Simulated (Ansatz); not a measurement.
Ag: one atom moved along a line

These are results of DFT PBEsol, scalar-relativistic, plane waves, PAW (Ansatz), not measurements. Settings: plane waves to 420 eV, k-mesh 10×10×10 (Γ-centred), Gaussian smearing 0.15 eV. No spin polarisation. Energies are free energies at this smearing, counted from the undisturbed cell; pressure is positive in compression.

Reference structure (as given, not relaxed at this level; it stands at -7.2 GPa; this bcc form isn't the usual structure):

```
CELL_PARAMETERS angstrom
3.31131 3.31131 -3.31131
3.31131 -3.31131 3.31131
-3.31131 -3.31131 -3.31131
ATOMIC_POSITIONS crystal
Ag 0.00000 0.00000 0.50000
Ag 0.50000 0.00000 0.50000
Ag 0.00000 0.50000 0.50000
Ag 0.50000 0.50000 0.50000
Ag 0.00000 0.00000 0.00000
Ag 0.50000 0.00000 0.00000
Ag 0.00000 0.50000 0.00000
Ag 0.50000 0.50000 0.00000
```

Atom 1 (Ag) is moved by x along the Cartesian unit vector (0.577, 0.577, 0.577); the cell and all other atoms stay fixed. The cell is metallic on the mesh throughout.

```
  x (Å)  ΔE (meV/cell) force along x on the moved atoms (eV/Å) pressure (GPa)
-0.4500          505.8                                     2.87            -4.7
-0.2250              ?                                     0.97               ?
 0.0000            0.0                                     0.00            -7.2
 0.0563            6.0                                    -0.21            -7.2
 0.1125           24.2                                    -0.44            -7.1
 0.1688           55.7                                    -0.69            -6.9
 0.2813          166.3                                    -1.32            -6.3
 0.3375              ?                                        ?            -5.9
 0.3938          362.7                                    -2.24            -5.3
```

By symmetry 0.4500 repeats -0.4500, -0.3375 repeats 0.3375, 0.2250 repeats -0.2250, -0.1125 repeats 0.1125 in energy, with the opposite slope along the path.

Problem. Give the withheld values.

Solution. ΔE (meV/cell) at x (Å) = -0.2250: 102.2; pressure (GPa) at x (Å) = -0.2250: -6.6; ΔE (meV/cell) at x (Å) = 0.3375: 251.5; force along x on the moved atoms (eV/Å) at x (Å) = 0.3375: -1.73.